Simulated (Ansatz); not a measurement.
Ta2SiN:
```
CELL_PARAMETERS angstrom
      3.23101     0.00000     0.00000
     -1.61550     2.79813     0.00000
      0.00000     0.00000    12.11673
ATOMIC_POSITIONS crystal
  Si 0.33333 0.66667 0.75000
  Si 0.66667 0.33333 0.25000
  Ta 0.33333 0.66667 0.09543
  Ta 0.66667 0.33333 0.59543
  Ta 0.66667 0.33333 0.90457
  Ta 0.33333 0.66667 0.40457
  N  0.00000 0.00000 0.00000
  N  0.00000 0.00000 0.50000
```

Relaxed with PBE. Special points in fractions of this cell's reciprocal vectors: Γ (0.000, 0.000, 0.000); M (0.500, 0.000, 0.000); K (0.333, 0.333, 0.000); A (0.000, 0.000, 0.500); L (0.500, 0.000, 0.500); H (0.333, 0.333, 0.500).

Problem. List the band energies nearest the Fermi level at these points for DFT-PBE with spin–orbit coupling in the program Ansatz with PAW potentials.

Solution. In eV from the Fermi level; about four levels below and three above (degenerate sets whole), none deeper than 8.9 eV; points with the same levels are listed once.

```csv
k,below,above
Γ,-0.23 -0.23 -0.04 -0.04,0.33 0.33 0.49 0.49
M,-0.76 -0.76 -0.19 -0.19,0.23 0.23 0.63 0.63
K,-0.48 -0.48 -0.39 -0.39,0.29 0.29 0.32 0.32
A,-0.77 -0.77 -0.77 -0.77,0.00 0.00 0.00 0.00
L,-0.50 -0.50 -0.50 -0.50,0.44 0.44 0.44 0.44
H,-0.77 -0.77 -0.60 -0.60,0.43 0.43 0.46 0.46
```

Space group P6_3/mmc. The start of the workflow was typed in or built on a structure type; neither database checked (COD, Materials Project) lists it. Its standing as an ambient phase is unchecked. Symmetry was held in the PBE relaxation; its stability against distortions is not shown here. No spin polarisation was allowed.

Potentials: the earlier of the program's two PAW sets.
